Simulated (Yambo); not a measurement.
```
ZnS
1.0
    0.00000     2.69368     2.69368
    2.69368     0.00000     2.69368
    2.69368     2.69368     0.00000
S Zn
1 1
Direct
  0.75000   0.75000   0.75000
  0.00000   0.00000   0.00000
```

ZnS (zinc blende, space group F-43m, No. 216): mean Im ε in 1 eV windows above the direct gap of 3.32 eV, for different electron-hole kernels (Yambo, broadening 0.15 eV, norm-conserving PBE (Quantum ESPRESSO, 84 Ry, without SOC) bands; 10×10×10 mesh, 3 valence and 1 conduction bands, static screening with 27 bands and a 4 Ry block, scissor 1.17 eV, Tamm-Dancoff; field along x).

| window (eV) | independent quasiparticles | RPA (no attraction) | BSE |
|---|---|---|---|
| 3.3 to 4.3 | 0.9 | 0.9 | 2.4 |
| 4.3 to 5.3 | 2.3 | 2.0 | 6.5 |
| 5.3 to 6.3 | 5.5 | 5.1 | 5.7 |

This run doesn't resolve bound excitons or single peaks, so only averages are given, and they too depend on the mesh; weight that the attraction moves below the gap isn't listed. All transitions below 7.04 eV are in the band window. The scissor comes from a G0W0 run whose convergence isn't established.

Geometry of the Materials Project entry, not relaxed at this level.
